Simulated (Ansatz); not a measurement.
Zone-centre phonons of PbC at 0.8 GPa: input and output

The calculation used DFT PBE, scalar-relativistic, plane waves, PAW in Ansatz.

Launched with:
```bash
ansatz run input.yaml --threads 1 --pin off --max-ram 1228MiB --backend cpu --events-out ev --progress --plain --runs-dir out
```

Input (bare energies are in eV):
```yaml
crystal:
  lattice:
    - [3.2671, 0.0, 0.0]
    - [0.0, 3.2671, 0.0]
    - [0.0, 0.0, 3.2671]
  atoms:
    - { symbol: C, position: [0.0, 0.0, 0.0] }
    - { symbol: Pb, position: [0.5, 0.5, 0.5] }
basis:
  ecutwfc: 420
kpoints:
  mp_grid: { grid: [14, 14, 14] }
hamiltonian:
  xc: pbe
scf:
  occupations: { method: fermi_dirac, width: 0.15 }
output:
  eigenvalues: true
phonons:
  method: dfpt
  eigenvectors: true
```

The end of the output:
```
--- Phonons (Γ-DFPT): 2 representative perturbations + reference, on 288 of 2744 k-points (Σ response iterations 6) ---
  k mesh reduced under 8 symmetry operations, with k and −k counted as one. Each operation leaves every solved perturbation unchanged. A smaller set is not used because it would not reduce the number of displacements ...
  ASR residual: 4.137e-4 → 0.000e0 eV/Å²; symmetrization residual: 2.879e-6 eV/Å²
  ASR residual per site (eV/Å²): 4.14e-4 2.35e-5
  Γ frequencies (cm⁻¹): -99.12 -99.12 -99.12 0.00 0.00 0.00
  non-analytic LO–TO correction: not included (Born effective charges unavailable; polar crystals: no LO–TO splitting at Γ)
```

Its imaginary modes show that this cell, the ideal cubic caesium chloride prototype, isn't a minimum of the energy. In a metal, frequencies and elastic constants depend on the k mesh and the smearing, soft modes and shear constants most. Spin–orbit coupling is left out, which can shift energies with elements as heavy as these.

Negative frequencies stand for imaginary ones: the cell is unstable against these modes.